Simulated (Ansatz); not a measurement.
ZnS (zincblende), relaxed with r2SCAN, was run in the plane-wave code Ansatz under altered settings. All numbers are computed, without spin polarisation but where a row says otherwise.

```
Zn S
1.0
     0.00000    2.69409    2.69409
     2.69409    0.00000    2.69409
     2.69409    2.69409    0.00000
Zn S
1 1
Direct
  0.00000 0.00000 0.00000
  0.25000 0.25000 0.25000
```

The base run's other keys:
```yaml
kpoints:
  mp_grid: { grid: [4, 4, 4] }
hamiltonian:
  xc: hse06
scf:
  occupations: { method: fixed }
  n_extra_bands: 4
```

It takes 12 iterations with 749 plane waves at 420 eV and 8 k points, and leaves a mean stress of +1.91 GPa. The gap over this mesh is 3.395 eV.

Outcomes, with energy and stress as changes against the base:

| setting | outcome | ΔF (meV/atom) | Δ mean stress (GPa) | gap on the mesh (eV) | iterations |
| --- | --- | --- | --- | --- | --- |
| scf.exx.max_outer_iter: 1 | refused | – | – | – | – |
| scf.exx.ecutfock_ratio: 2 | converged | 0.0 | 0.0 | 3.395 | 12 |
| PBE hybrid, exx coeff 0.5, omega 0.3 1/Å | converged | – | -0.2 | 4.255 | 17 |
| hamiltonian.xc: hf | converged | – | +7.7 | 10.367 | 23 |
| basis.ecutrho_ratio: 2 | converged, warned | -7.1 | +0.4 | 3.395 | 12 |
| scf.n_extra_bands: 1 | converged | 0.0 | 0.0 | 3.395 | 12 |

A dash marks a value that wasn't obtained or can't be compared. Stress is positive in compression.

- scf.exx.max_outer_iter: 1. The input is refused before any iteration. Error: invalid value for `scf.exx.max_outer_iter`: an exchange loop that starts behind the semilocal warm-up accepts no state before cycle 2, and this deck runs one: type 2 or more, or drop the key
- PBE hybrid, exx coeff 0.5, omega 0.3 1/Å. That is 50 % exact exchange, screened with ω = 0.3 1/Å, against HSE06's 25 % screened at 0.208 1/Å. The mean stress moves by -0.2 GPa and the gap on the mesh by +0.860 eV (to 4.255). Totals of different functionals aren't comparable.
- hamiltonian.xc: hf. The mean stress moves by +7.7 GPa and the gap on the mesh by +6.972 eV (to 10.367). It's another functional on the same cell, so totals aren't comparable.
- basis.ecutrho_ratio: 2. The free energy moves by -7.1 meV an atom, the mean stress by +0.4 GPa and the gap on the mesh by +0.001 eV (to 3.395). A density grid this coarse aliases the density, so the change is an error. Warned: cutoff below recommended.

Within 1 meV an atom, 0.1 GPa and 0.005 eV of the base stay: scf.exx.ecutfock_ratio: 2; scf.n_extra_bands: 1.

The program warns that its thresholds are loose for a hybrid's stress.

The meshes of the hybrids are coarse, so their gaps aren't converged to the digits shown.
